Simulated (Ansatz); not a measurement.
The start is a relaxed TiSi2 cell with every coordinate shifted by Gaussian noise of σ = 0.3 Å. The cell and all atomic positions are relaxed at zero pressure with PBEsol (plane waves to 420 eV, PAW, scalar-relativistic; Ansatz, a first-principles code). The first steps use a coarse 7×7×7 k-mesh.

The start:
```
TiSi2
1.0
    1.75744    -6.67398     0.00000
    1.75744     6.67398     0.00000
    0.00000     0.00000     3.55712
Si Ti
4 2
Direct
  0.97512   0.07042   0.76618
  0.01132   0.84731   0.29187
  0.18327   0.71247   0.66373
  0.74581   0.12754   0.21512
  0.68633   0.44741   0.67323
  0.53920   0.67051   0.33660
```

### Question
How much energy is released per atom?

### Answer
About 1.3 eV/atom.

### Question
Is the parent structure recovered?

### Answer
The parent structure is recovered, Cmcm (No. 63).

### Question
How do the shortest distances between atoms change?

### Answer
The closest pairs of elements (up to four, under 3.6 Å), start → end: Si–Ti 1.93 → 2.56 Å; Si–Si 2.44 → 2.39 Å; Ti–Ti 2.75 → 3.26 Å.

### Question
What band gap does the relaxed structure have at this level?

### Answer
No gap (metallic).

Final values are on a 14×14×13 k-mesh of the relaxed cell. The start holds a very short contact (Si–Ti 1.93 Å). No spin polarisation in the result.
